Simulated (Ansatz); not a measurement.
Phonons of AlN (zinc blende) at Γ, L = (0.5, 0.0, 0.0), X = (0.5, 0.5, 0.0).

AlN (zinc blende)

```
CELL_PARAMETERS angstrom
      0.00000     2.20127     2.20127
      2.20127     0.00000     2.20127
      2.20127     2.20127     0.00000
ATOMIC_POSITIONS crystal
  N  0.75000 0.75000 0.75000
  Al 0.00000 0.00000 0.00000
```

Computed with PBE (plane waves to 420 eV, PAW, scalar-relativistic; Ansatz, a program for electronic structure). Harmonic phonons by density-functional perturbation theory on a 10×10×10 k mesh, in cm⁻¹; i marks imaginary ones, q is in fractions of the reciprocal vectors of the cell shown, and the three acoustic modes at Γ are left out. The non-analytic (LO-TO) term is not included, so polar modes at Γ have their transverse values. AlN was relaxed with its symmetry unable to fall. The PAW data are Ansatz's earlier set.

```tsv
q	wavenumbers (cm⁻¹)
Γ	635 (×3)
L = (0.5, 0.0, 0.0)	225 (×2), 564, 626 (×2), 708
X = (0.5, 0.5, 0.0)	332 (×2), 574, 639 (×2), 695
```

The structure shows no imaginary mode at these points (lowest 225 cm⁻¹ at L = (0.5, 0.0, 0.0)); other wave vectors were not tested.

Highest mode: 708 cm⁻¹ at L = (0.5, 0.0, 0.0).
